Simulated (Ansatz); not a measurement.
## Band table of CsGa (NaTl type)

```xyz
4
Lattice="0.0000 3.5820 3.5820 3.5820 0.0000 3.5820 3.5820 3.5820 0.0000" Properties=species:S:1:pos:R:3 pbc="T T T"
Cs    0.8955    0.8955    0.8955
Cs   -0.8955   -0.8955   -0.8955
Ga    2.6865    2.6865    2.6865
Ga   -2.6865   -2.6865   -2.6865
```

The cell comes from a relaxation on PAW files under the same functional, begun from a prototype that needn't be the stable phase.

All numbers are PBEsol results (scalar-relativistic) from Ansatz 0.2.0, with a Γ-centred 6×6×6 k mesh, Fermi–Dirac smearing of 0.05 eV, no spin polarisation. Methods: PAW: frozen-core files, cutoff 420 eV.

This run: volume at 0.7 of the series' base cell.

Spin–orbit coupling is left out, which matters for the heavy atoms. The PAW files were made under PBE.

Path points, in fractions of the reciprocal vectors: Γ (0.000, 0.000, 0.000), X (0.500, 0.000, 0.500), U (0.625, 0.250, 0.625), K (0.375, 0.375, 0.750), L (0.500, 0.500, 0.500), W (0.500, 0.250, 0.750). The distance column jumps between branches of the path. Levels in eV from the Fermi level; bands 1 to 25, counted from the lowest band of the run. The gap is zero, the pressure 15.86 GPa.

```
# k(1/Å) point b1 b2 b3 b4 b5 b6 b7 b8 b9 b10 b11 b12 b13 b14 b15 b16 b17 b18 b19 b20 b21 b22 b23 b24 b25
0.000 Γ -23.60 -21.63 -14.78 -14.78 -14.78 -14.76 -14.76 -14.70 -14.70 -14.70 -14.67 -14.67 -10.73 -10.73 -10.73 -8.94 -8.94 -8.94 -7.52 -2.12 -0.85 -0.85 -0.85 0.97 0.97
0.125 - -23.58 -21.66 -14.79 -14.78 -14.78 -14.76 -14.76 -14.70 -14.70 -14.70 -14.67 -14.66 -10.79 -10.79 -10.70 -9.13 -8.87 -8.87 -7.26 -2.57 -0.76 -0.76 -0.70 1.02 1.51
0.251 - -23.52 -21.75 -14.79 -14.78 -14.78 -14.76 -14.74 -14.71 -14.70 -14.70 -14.67 -14.66 -10.95 -10.95 -10.61 -9.47 -8.67 -8.67 -6.69 -3.36 -0.50 -0.50 -0.39 1.17 2.02
0.376 - -23.41 -21.88 -14.79 -14.78 -14.78 -14.75 -14.73 -14.72 -14.69 -14.69 -14.68 -14.66 -11.15 -11.15 -10.50 -9.78 -8.40 -8.40 -6.05 -4.09 -0.17 -0.17 0.07 1.40 1.43
0.501 - -23.27 -22.06 -14.78 -14.78 -14.78 -14.74 -14.72 -14.72 -14.68 -14.68 -14.68 -14.67 -11.34 -11.34 -10.40 -10.02 -8.13 -8.13 -5.48 -4.63 0.04 0.04 0.68 0.98 1.78
0.626 - -23.10 -22.26 -14.78 -14.78 -14.76 -14.73 -14.73 -14.71 -14.69 -14.67 -14.67 -14.67 -11.50 -11.50 -10.33 -10.18 -7.89 -7.89 -5.11 -4.94 -0.03 -0.03 0.94 1.41 2.24
0.752 - -22.91 -22.48 -14.79 -14.79 -14.75 -14.73 -14.72 -14.70 -14.70 -14.68 -14.67 -14.67 -11.60 -11.60 -10.30 -10.26 -7.72 -7.72 -5.05 -4.99 -0.21 -0.21 1.34 2.05 2.79
0.877 X -22.70 -22.70 -14.79 -14.79 -14.74 -14.74 -14.71 -14.71 -14.69 -14.69 -14.66 -14.66 -11.63 -11.63 -10.29 -10.29 -7.66 -7.66 -5.02 -5.02 -0.28 -0.28 1.96 1.96 3.44
0.921 - -22.70 -22.69 -14.79 -14.79 -14.74 -14.74 -14.71 -14.71 -14.69 -14.69 -14.66 -14.66 -11.65 -11.63 -10.29 -10.27 -7.67 -7.67 -5.03 -5.01 -0.31 -0.28 1.95 1.98 3.39
0.966 - -22.71 -22.68 -14.79 -14.79 -14.74 -14.74 -14.71 -14.71 -14.69 -14.69 -14.66 -14.66 -11.70 -11.62 -10.30 -10.19 -7.69 -7.68 -5.07 -4.98 -0.38 -0.27 1.93 2.03 3.28
1.010 - -22.72 -22.67 -14.79 -14.78 -14.74 -14.74 -14.71 -14.71 -14.69 -14.69 -14.66 -14.66 -11.76 -11.60 -10.31 -10.07 -7.73 -7.70 -5.12 -4.93 -0.48 -0.26 1.91 2.11 3.15
1.054 - -22.74 -22.65 -14.79 -14.78 -14.74 -14.74 -14.72 -14.71 -14.70 -14.69 -14.66 -14.65 -11.83 -11.58 -10.32 -9.93 -7.78 -7.73 -5.19 -4.87 -0.62 -0.27 1.94 2.22 3.03
1.099 - -22.77 -22.62 -14.79 -14.78 -14.75 -14.73 -14.72 -14.71 -14.70 -14.69 -14.66 -14.65 -11.90 -11.55 -10.33 -9.78 -7.83 -7.77 -5.26 -4.80 -0.76 -0.32 2.01 2.33 2.85
1.143 - -22.80 -22.59 -14.79 -14.78 -14.75 -14.73 -14.72 -14.71 -14.71 -14.69 -14.66 -14.65 -11.96 -11.52 -10.35 -9.62 -7.89 -7.82 -5.34 -4.73 -0.92 -0.41 2.14 2.33 2.76
1.187 U -22.83 -22.55 -14.79 -14.78 -14.75 -14.73 -14.72 -14.71 -14.71 -14.69 -14.66 -14.64 -12.01 -11.48 -10.37 -9.47 -7.94 -7.87 -5.40 -4.65 -1.08 -0.53 2.17 2.32 2.73
1.724 K -22.83 -22.55 -14.79 -14.78 -14.75 -14.73 -14.72 -14.71 -14.71 -14.69 -14.66 -14.64 -12.01 -11.48 -10.37 -9.47 -7.94 -7.87 -5.40 -4.65 -1.08 -0.53 2.17 2.32 2.73
1.857 - -22.96 -22.42 -14.80 -14.78 -14.76 -14.72 -14.72 -14.72 -14.71 -14.69 -14.66 -14.64 -12.06 -11.34 -10.46 -9.14 -8.07 -8.06 -5.50 -4.42 -1.50 -0.92 1.61 2.56 2.88
1.990 - -23.11 -22.25 -14.80 -14.78 -14.76 -14.74 -14.73 -14.71 -14.71 -14.69 -14.66 -14.65 -11.96 -11.18 -10.58 -9.05 -8.27 -8.16 -5.50 -4.21 -1.79 -1.12 1.24 2.52 2.66
2.123 - -23.26 -22.07 -14.81 -14.78 -14.76 -14.75 -14.73 -14.71 -14.71 -14.68 -14.66 -14.66 -11.72 -11.03 -10.69 -9.12 -8.48 -8.26 -5.65 -4.00 -1.90 -0.93 1.01 1.85 2.36
2.256 - -23.40 -21.90 -14.80 -14.78 -14.76 -14.76 -14.74 -14.71 -14.71 -14.68 -14.67 -14.66 -11.39 -10.90 -10.76 -9.22 -8.67 -8.43 -6.06 -3.68 -1.81 -0.52 0.70 1.34 2.18
2.389 - -23.51 -21.76 -14.80 -14.78 -14.77 -14.76 -14.75 -14.70 -14.70 -14.69 -14.67 -14.66 -11.05 -10.80 -10.77 -9.23 -8.82 -8.65 -6.64 -3.19 -1.53 -0.51 0.23 1.70 1.92
2.522 - -23.58 -21.66 -14.79 -14.78 -14.78 -14.76 -14.76 -14.70 -14.70 -14.70 -14.67 -14.67 -10.81 -10.75 -10.75 -9.08 -8.91 -8.86 -7.23 -2.56 -1.11 -0.75 -0.39 1.19 1.42
2.655 Γ -23.60 -21.63 -14.78 -14.78 -14.78 -14.76 -14.76 -14.70 -14.70 -14.70 -14.67 -14.67 -10.73 -10.73 -10.73 -8.94 -8.94 -8.94 -7.52 -2.12 -0.85 -0.85 -0.85 0.97 0.97
2.763 - -23.58 -21.65 -14.79 -14.79 -14.78 -14.76 -14.76 -14.70 -14.70 -14.70 -14.67 -14.67 -10.76 -10.75 -10.75 -9.03 -8.91 -8.91 -7.32 -2.43 -0.96 -0.96 -0.42 1.20 1.20
2.872 - -23.54 -21.72 -14.79 -14.79 -14.77 -14.75 -14.75 -14.70 -14.70 -14.70 -14.67 -14.67 -10.87 -10.82 -10.82 -9.13 -8.82 -8.82 -6.88 -2.92 -1.17 -1.17 0.38 1.77 1.77
2.980 - -23.46 -21.82 -14.79 -14.79 -14.77 -14.75 -14.75 -14.70 -14.70 -14.70 -14.67 -14.67 -11.06 -10.90 -10.90 -9.06 -8.71 -8.71 -6.40 -3.34 -1.34 -1.34 0.82 1.95 2.41
3.089 - -23.37 -21.94 -14.79 -14.79 -14.76 -14.75 -14.75 -14.70 -14.70 -14.69 -14.67 -14.67 -11.30 -10.98 -10.98 -8.86 -8.59 -8.59 -6.01 -3.73 -1.41 -1.41 0.60 2.06 2.06
3.197 - -23.27 -22.06 -14.79 -14.79 -14.76 -14.76 -14.76 -14.69 -14.69 -14.68 -14.67 -14.67 -11.51 -11.05 -11.05 -8.59 -8.50 -8.50 -5.71 -4.15 -1.40 -1.40 0.61 1.68 1.68
3.306 - -23.19 -22.16 -14.79 -14.79 -14.77 -14.77 -14.76 -14.69 -14.69 -14.67 -14.67 -14.67 -11.64 -11.09 -11.09 -8.44 -8.44 -8.35 -5.43 -4.60 -1.35 -1.35 0.90 1.39 1.39
3.414 L -23.16 -22.20 -14.78 -14.78 -14.77 -14.77 -14.75 -14.69 -14.69 -14.67 -14.67 -14.67 -11.69 -11.10 -11.10 -8.42 -8.42 -8.26 -5.19 -4.94 -1.32 -1.32 1.10 1.27 1.27
3.503 - -23.14 -22.21 -14.79 -14.79 -14.77 -14.77 -14.75 -14.69 -14.69 -14.68 -14.67 -14.66 -11.75 -11.12 -11.03 -8.53 -8.39 -8.19 -5.21 -4.88 -1.35 -1.33 1.16 1.35 1.39
3.591 - -23.11 -22.25 -14.79 -14.79 -14.76 -14.76 -14.75 -14.69 -14.69 -14.68 -14.67 -14.65 -11.85 -11.19 -10.85 -8.73 -8.31 -8.13 -5.26 -4.76 -1.39 -1.33 1.25 1.59 1.72
3.680 - -23.06 -22.31 -14.79 -14.79 -14.76 -14.75 -14.74 -14.70 -14.69 -14.69 -14.66 -14.65 -11.94 -11.29 -10.64 -8.94 -8.20 -8.09 -5.32 -4.65 -1.34 -1.28 1.38 1.89 2.18
3.768 - -22.99 -22.39 -14.79 -14.78 -14.76 -14.74 -14.73 -14.71 -14.70 -14.69 -14.66 -14.64 -11.99 -11.42 -10.41 -9.15 -8.08 -8.07 -5.35 -4.63 -1.17 -1.14 1.54 2.07 2.68
3.857 - -22.90 -22.48 -14.79 -14.78 -14.76 -14.73 -14.72 -14.72 -14.70 -14.69 -14.66 -14.64 -12.00 -11.57 -10.19 -9.35 -8.04 -8.00 -5.32 -4.72 -0.98 -0.85 1.75 2.07 2.95
3.946 - -22.80 -22.59 -14.78 -14.78 -14.75 -14.74 -14.72 -14.71 -14.71 -14.70 -14.65 -14.65 -11.95 -11.72 -9.97 -9.55 -8.01 -7.97 -5.23 -4.88 -0.76 -0.61 2.03 2.06 2.57
4.034 W -22.69 -22.69 -14.78 -14.78 -14.75 -14.75 -14.71 -14.71 -14.70 -14.70 -14.65 -14.65 -11.85 -11.85 -9.76 -9.76 -7.98 -7.98 -5.07 -5.07 -0.59 -0.59 2.24 2.24 2.40
4.097 - -22.69 -22.69 -14.78 -14.78 -14.75 -14.75 -14.71 -14.71 -14.70 -14.70 -14.65 -14.65 -11.84 -11.84 -9.79 -9.79 -7.96 -7.96 -5.06 -5.06 -0.58 -0.58 2.18 2.18 2.48
4.160 - -22.69 -22.69 -14.78 -14.78 -14.74 -14.74 -14.71 -14.71 -14.70 -14.70 -14.65 -14.65 -11.82 -11.82 -9.86 -9.86 -7.91 -7.91 -5.06 -5.06 -0.54 -0.54 2.11 2.11 2.65
4.222 - -22.70 -22.70 -14.78 -14.78 -14.74 -14.74 -14.71 -14.71 -14.70 -14.70 -14.65 -14.65 -11.78 -11.78 -9.97 -9.97 -7.84 -7.84 -5.05 -5.05 -0.48 -0.48 2.05 2.05 2.85
4.285 - -22.70 -22.70 -14.78 -14.78 -14.74 -14.74 -14.71 -14.71 -14.69 -14.69 -14.66 -14.66 -11.73 -11.73 -10.09 -10.09 -7.77 -7.77 -5.04 -5.04 -0.42 -0.42 2.01 2.01 3.08
4.347 - -22.70 -22.70 -14.79 -14.79 -14.74 -14.74 -14.71 -14.71 -14.69 -14.69 -14.66 -14.66 -11.68 -11.68 -10.19 -10.19 -7.71 -7.71 -5.03 -5.03 -0.35 -0.35 1.99 1.99 3.30
4.410 - -22.70 -22.70 -14.79 -14.79 -14.74 -14.74 -14.71 -14.71 -14.69 -14.69 -14.66 -14.66 -11.65 -11.65 -10.27 -10.27 -7.68 -7.68 -5.02 -5.02 -0.30 -0.30 1.97 1.97 3.42
4.473 X -22.70 -22.70 -14.79 -14.79 -14.74 -14.74 -14.71 -14.71 -14.69 -14.69 -14.66 -14.66 -11.63 -11.63 -10.29 -10.29 -7.66 -7.66 -5.02 -5.02 -0.28 -0.28 1.96 1.96 3.44
```
